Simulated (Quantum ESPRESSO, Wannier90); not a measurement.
**Mg₂Si (Fm-3m), plane waves to Wannier functions**

Cell from Materials Project (mp-1367), symmetrised, no further relaxation. COD (Crystallography Open Database) has an entry of this formula and space group (matched by these alone). Method: PBEsol plane waves in Quantum ESPRESSO 7.5 (PseudoDojo norm-conserving files, 68 Ry, no spin polarisation, no spin-orbit coupling), Bloch states on a 8×8×8 mesh through Γ, Wannier90 4.0.1. Density: 8×8×8 mesh, cold smearing 0.01 Ry. The gap is small at this level and was sampled on the meshes and a path alone.

Input w.win:

```
num_bands = 21
num_wann = 12
exclude_bands = 1-8
num_iter = 0
conv_tol = 1.0e-6
conv_window = 4
dis_num_iter = 1000
dis_conv_tol = 1.0e-6
dis_froz_max = 7.47
write_hr = true
write_u_matrices = true
begin projections
Mg: s;p
Si: s;p
end projections
begin unit_cell_cart
ang
    0.0000000000    3.1698200000    3.1698200000
    3.1698200000    0.0000000000    3.1698200000
    3.1698200000    3.1698200000    0.0000000000
end unit_cell_cart
begin atoms_frac
Mg   0.2500000000  0.2500000000  0.2500000000
Mg  -0.2500000000 -0.2500000000 -0.2500000000
Si   0.0000000000  0.0000000000  0.0000000000
end atoms_frac
mp_grid = 8 8 8
begin kpoints
0.0000000000 0.0000000000 0.0000000000
0.0000000000 0.0000000000 0.1250000000
0.0000000000 0.0000000000 0.2500000000
... (509 more lines: the 8x8x8 mesh through Gamma)
end kpoints
```

On the energy scale of pw.x, whose zero is arbitrary, the valence-band maximum lies at 5.85 eV. Lines of w_hr.dat (R1 R2 R3 m n Re Im, eV) for R = 0 and one of the shortest lattice vectors, rounded to 0.01 eV, lines under 0.02 eV left out; orbitals in order: Mg1 s, Mg1 pz, Mg1 px, Mg1 py, Mg2 s, Mg2 pz, Mg2 px, Mg2 py, Si3 s, Si3 pz, Si3 px, Si3 py.

```
    0    0    0    1    1     7.41     0.00
    0    0    0    5    1    -0.31     0.00
    0    0    0    6    1    -0.23     0.00
    0    0    0    7    1    -0.23     0.00
    0    0    0    8    1    -0.23     0.00
    0    0    0    9    1    -0.91     0.00
    0    0    0   10    1    -1.01     0.00
    0    0    0   11    1    -1.01     0.00
    0    0    0   12    1    -1.01     0.00
    0    0    0    2    2    11.21     0.00
    0    0    0    5    2     0.23     0.00
    0    0    0    6    2     0.11     0.00
    0    0    0    7    2     0.16     0.00
    0    0    0    8    2     0.16     0.00
    0    0    0    9    2     0.85     0.00
    0    0    0   10    2     0.36     0.00
    0    0    0   11    2     0.87     0.00
    0    0    0   12    2     0.87     0.00
    0    0    0    3    3    11.22     0.00
    0    0    0    5    3     0.23     0.00
    0    0    0    6    3     0.16     0.00
    0    0    0    7    3     0.11     0.00
    0    0    0    8    3     0.16     0.00
    0    0    0    9    3     0.85     0.00
    0    0    0   10    3     0.87     0.00
    0    0    0   11    3     0.37     0.00
    0    0    0   12    3     0.87     0.00
    0    0    0    4    4    11.21     0.00
    0    0    0    5    4     0.23     0.00
    0    0    0    6    4     0.16     0.00
    0    0    0    7    4     0.16     0.00
    0    0    0    8    4     0.11     0.00
    0    0    0    9    4     0.85     0.00
    0    0    0   10    4     0.87     0.00
    0    0    0   11    4     0.87     0.00
    0    0    0   12    4     0.36     0.00
    0    0    0    1    5    -0.31     0.00
    0    0    0    2    5     0.23     0.00
    0    0    0    3    5     0.23     0.00
    0    0    0    4    5     0.23     0.00
    0    0    0    5    5     7.41     0.00
    0    0    0    9    5    -0.91     0.00
    0    0    0   10    5     1.01     0.00
    0    0    0   11    5     1.01     0.00
    0    0    0   12    5     1.01     0.00
    0    0    0    1    6    -0.23     0.00
    0    0    0    2    6     0.11     0.00
    0    0    0    3    6     0.16     0.00
    0    0    0    4    6     0.16     0.00
    0    0    0    6    6    11.22     0.00
    0    0    0    9    6    -0.85     0.00
    0    0    0   10    6     0.36     0.00
    0    0    0   11    6     0.87     0.00
    0    0    0   12    6     0.87     0.00
    0    0    0    1    7    -0.23     0.00
    0    0    0    2    7     0.16     0.00
    0    0    0    3    7     0.11     0.00
    0    0    0    4    7     0.16     0.00
    0    0    0    7    7    11.22     0.00
    0    0    0    9    7    -0.85     0.00
    0    0    0   10    7     0.87     0.00
    0    0    0   11    7     0.37     0.00
    0    0    0   12    7     0.87     0.00
    0    0    0    1    8    -0.23     0.00
    0    0    0    2    8     0.16     0.00
    0    0    0    3    8     0.16     0.00
    0    0    0    4    8     0.11     0.00
    0    0    0    8    8    11.22     0.00
    0    0    0    9    8    -0.85     0.00
    0    0    0   10    8     0.87     0.00
    0    0    0   11    8     0.87     0.00
    0    0    0   12    8     0.36     0.00
    0    0    0    1    9    -0.91     0.00
    0    0    0    2    9     0.85     0.00
    0    0    0    3    9     0.85     0.00
    0    0    0    4    9     0.85     0.00
    0    0    0    5    9    -0.91     0.00
    0    0    0    6    9    -0.85     0.00
    0    0    0    7    9    -0.85     0.00
    0    0    0    8    9    -0.85     0.00
    0    0    0    9    9     1.38     0.00
    0    0    0    1   10    -1.01     0.00
    0    0    0    2   10     0.36     0.00
    0    0    0    3   10     0.87     0.00
    0    0    0    4   10     0.87     0.00
    0    0    0    5   10     1.01     0.00
    0    0    0    6   10     0.36     0.00
    0    0    0    7   10     0.87     0.00
    0    0    0    8   10     0.87     0.00
    0    0    0   10   10     8.10     0.00
    0    0    0    1   11    -1.01     0.00
    0    0    0    2   11     0.87     0.00
    0    0    0    3   11     0.37     0.00
    0    0    0    4   11     0.87     0.00
    0    0    0    5   11     1.01     0.00
    0    0    0    6   11     0.87     0.00
    0    0    0    7   11     0.37     0.00
    0    0    0    8   11     0.87     0.00
    0    0    0   11   11     8.10     0.00
    0    0    0    1   12    -1.01     0.00
    0    0    0    2   12     0.87     0.00
    0    0    0    3   12     0.87     0.00
    0    0    0    4   12     0.36     0.00
    0    0    0    5   12     1.01     0.00
    0    0    0    6   12     0.87     0.00
    0    0    0    7   12     0.87     0.00
    0    0    0    8   12     0.36     0.00
    0    0    0   12   12     8.10     0.00
   -1    0    0    1    1     0.09     0.00
   -1    0    0    2    1    -0.09     0.00
   -1    0    0    4    1    -0.09     0.00
   -1    0    0    5    1    -0.62     0.00
   -1    0    0    7    1    -1.17     0.00
   -1    0    0    9    1    -0.91     0.00
   -1    0    0   10    1     1.01     0.00
   -1    0    0   11    1    -1.01     0.00
   -1    0    0   12    1     1.01     0.00
   -1    0    0    1    2     0.09     0.00
   -1    0    0    2    2     0.07     0.00
   -1    0    0    3    2    -0.09     0.00
   -1    0    0    4    2    -0.08     0.00
   -1    0    0    6    2    -0.66     0.00
   -1    0    0    8    2     0.53     0.00
   -1    0    0    9    2    -0.85     0.00
   -1    0    0   10    2     0.36     0.00
   -1    0    0   11    2    -0.87     0.00
   -1    0    0   12    2     0.87     0.00
   -1    0    0    2    3     0.09     0.00
   -1    0    0    3    3    -0.14     0.00
   -1    0    0    4    3     0.09     0.00
   -1    0    0    5    3     1.17     0.00
   -1    0    0    7    3     1.90     0.00
   -1    0    0    9    3     0.85     0.00
   -1    0    0   10    3    -0.87     0.00
   -1    0    0   11    3     0.36     0.00
   -1    0    0   12    3    -0.87     0.00
   -1    0    0    1    4     0.09     0.00
   -1    0    0    2    4    -0.08     0.00
   -1    0    0    3    4    -0.09     0.00
   -1    0    0    4    4     0.06     0.00
   -1    0    0    6    4     0.53     0.00
   -1    0    0    8    4    -0.66     0.00
   -1    0    0    9    4    -0.85     0.00
   -1    0    0   10    4     0.87     0.00
   -1    0    0   11    4    -0.87     0.00
   -1    0    0   12    4     0.36     0.00
   -1    0    0    1    5     0.02     0.00
   -1    0    0    2    5    -0.02     0.00
   -1    0    0    4    5    -0.02     0.00
   -1    0    0    5    5     0.09     0.00
   -1    0    0    6    5    -0.09     0.00
   -1    0    0    8    5    -0.09     0.00
   -1    0    0    9    5     0.04     0.00
   -1    0    0   10    5    -0.05     0.00
   -1    0    0   11    5    -0.02     0.00
   -1    0    0   12    5    -0.05     0.00
   -1    0    0    1    6     0.02     0.00
   -1    0    0    2    6    -0.02     0.00
   -1    0    0    4    6    -0.03     0.00
   -1    0    0    5    6     0.09     0.00
   -1    0    0    6    6     0.07     0.00
   -1    0    0    7    6     0.09     0.00
   -1    0    0    8    6    -0.08     0.00
   -1    0    0    9    6     0.02     0.00
   -1    0    0   10    6    -0.03     0.00
   -1    0    0   12    6    -0.02     0.00
   -1    0    0    6    7    -0.09     0.00
   -1    0    0    7    7    -0.14     0.00
   -1    0    0    8    7    -0.09     0.00
   -1    0    0    9    7     0.02     0.00
   -1    0    0   10    7    -0.03     0.00
   -1    0    0   12    7    -0.03     0.00
   -1    0    0    1    8     0.02     0.00
   -1    0    0    2    8    -0.03     0.00
   -1    0    0    4    8    -0.02     0.00
   -1    0    0    5    8     0.09     0.00
   -1    0    0    6    8    -0.08     0.00
   -1    0    0    7    8     0.09     0.00
   -1    0    0    8    8     0.07     0.00
   -1    0    0    9    8     0.02     0.00
   -1    0    0   10    8    -0.02     0.00
   -1    0    0   12    8    -0.03     0.00
   -1    0    0    1    9     0.04     0.00
   -1    0    0    2    9    -0.02     0.00
   -1    0    0    3    9    -0.02     0.00
   -1    0    0    4    9    -0.02     0.00
   -1    0    0    5    9    -0.91     0.00
   -1    0    0    6    9     0.85     0.00
   -1    0    0    7    9    -0.85     0.00
   -1    0    0    8    9     0.85     0.00
   -1    0    0    9    9     0.04     0.00
   -1    0    0   10    9    -0.11     0.00
   -1    0    0   12    9    -0.11     0.00
   -1    0    0    1   10     0.05     0.00
   -1    0    0    2   10    -0.03     0.00
   -1    0    0    3   10    -0.03     0.00
   -1    0    0    4   10    -0.02     0.00
   -1    0    0    5   10    -1.01     0.00
   -1    0    0    6   10     0.36     0.00
   -1    0    0    7   10    -0.87     0.00
   -1    0    0    8   10     0.87     0.00
   -1    0    0    9   10     0.11     0.00
   -1    0    0   10   10    -0.19     0.00
   -1    0    0   12   10    -0.19     0.00
   -1    0    0    1   11     0.02     0.00
   -1    0    0    5   11     1.01     0.00
   -1    0    0    6   11    -0.87     0.00
   -1    0    0    7   11     0.37     0.00
   -1    0    0    8   11    -0.87     0.00
   -1    0    0   11   11    -0.06     0.00
   -1    0    0    1   12     0.05     0.00
   -1    0    0    2   12    -0.02     0.00
   -1    0    0    3   12    -0.03     0.00
   -1    0    0    4   12    -0.03     0.00
   -1    0    0    5   12    -1.01     0.00
   -1    0    0    6   12     0.87     0.00
   -1    0    0    7   12    -0.87     0.00
   -1    0    0    8   12     0.36     0.00
   -1    0    0    9   12     0.11     0.00
   -1    0    0   10   12    -0.19     0.00
   -1    0    0   12   12    -0.19     0.00
```
